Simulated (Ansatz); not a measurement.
ZnS (4H polytype, space group No. 186), r²SCAN (plane waves, PAW; program Ansatz), all energies at zero smearing, with the estimated change up to a 700 eV cutoff added, with one set of potentials and settings (totals compare only within such a set). Cell of 8 atoms (4 Zn, 4 S): -16933.798 eV.

```csv
element,reference phase,E (eV/atom)
Zn,"P6_3/mmc, 2 atoms in the cell",-3325.6729
S,"P2/c, 32 atoms in the cell",-905.8156
```

Formation energy per atom, worked out: (-16933.798 − 4×(-3325.6729) − 4×(-905.8156))/8 = -0.980 eV/atom (-95 kJ per mol of atoms), at 0 K, without zero-point energy or fitted corrections.

Space group P6_3mc (4H polytype). The cell was relaxed with r²SCAN under the symmetry of its start. The references are the lowest solids computed at this level, not always the standard phases.

Potentials: the later of the program's two PAW sets.
